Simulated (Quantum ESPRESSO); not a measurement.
**Band energies of RbH**

```
RbH
1.0
    0.00000     3.00408     3.00408
    3.00408     0.00000     3.00408
    3.00408     3.00408     0.00000
H Rb
1 1
Direct
  0.00000   0.00000   0.00000
  0.50000   0.50000   0.50000
```

norm-conserving PBEsol (Quantum ESPRESSO, 72 Ry, scalar-relativistic); path ΓXWKΓLUWLK,UX; energies in eV from the valence-band maximum.

```csv
k (1/Å),point,band 1,band 2,band 3,band 4,band 5,band 6,band 7,band 8
0.00,Γ,-26.12,-10.01,-10.01,-10.01,-1.95,6.72,6.77,6.77
0.58,,-26.09,-10.30,-10.11,-10.11,-0.96,4.77,5.09,7.51
1.05,X,-26.06,-10.46,-10.18,-10.18,-0.77,4.40,5.27,8.87
1.18,,-26.06,-10.45,-10.19,-10.18,-0.73,4.43,5.23,7.94
1.57,W,-26.06,-10.32,-10.32,-10.20,-0.42,4.78,4.78,6.09
1.82,,-26.07,-10.38,-10.30,-10.16,-0.45,4.35,4.99,6.86
1.94,K,-26.07,-10.38,-10.30,-10.14,-0.46,4.26,5.02,7.44
2.34,,-26.08,-10.38,-10.20,-10.06,-0.46,3.92,4.99,6.76
2.85,,-26.11,-10.07,-10.03,-10.01,-1.77,6.21,6.36,6.89
3.05,Γ,-26.12,-10.01,-10.01,-10.01,-1.95,6.72,6.77,6.77
3.35,,-26.11,-10.15,-10.02,-10.02,-1.55,5.43,6.75,6.88
3.85,,-26.08,-10.52,-10.07,-10.07,-0.09,2.84,6.19,6.19
3.95,L,-26.08,-10.54,-10.07,-10.07,0.00,2.72,6.16,6.16
4.38,,-26.07,-10.43,-10.24,-10.11,-0.27,3.70,5.15,6.88
4.59,U,-26.07,-10.38,-10.30,-10.14,-0.46,4.26,5.02,7.44
4.96,W,-26.06,-10.32,-10.32,-10.20,-0.42,4.78,4.78,6.09
5.43,,-26.07,-10.49,-10.15,-10.09,-0.13,3.18,5.53,6.47
5.70,L,-26.08,-10.54,-10.07,-10.07,0.00,2.72,6.16,6.16
5.86,,-26.08,-10.52,-10.10,-10.08,-0.05,2.88,5.88,6.27
6.26,,-26.07,-10.38,-10.30,-10.13,-0.39,4.12,5.00,7.25
6.34,K,-26.07,-10.38,-10.30,-10.14,-0.46,4.26,5.02,7.44
6.34,U,-26.07,-10.38,-10.30,-10.14,-0.46,4.26,5.02,7.44
6.71,X,-26.06,-10.46,-10.18,-10.18,-0.77,4.40,5.27,8.87
```

The PBEsol gap is direct, 2.72 eV at L.

Geometry of the Materials Project entry, not relaxed at this level.
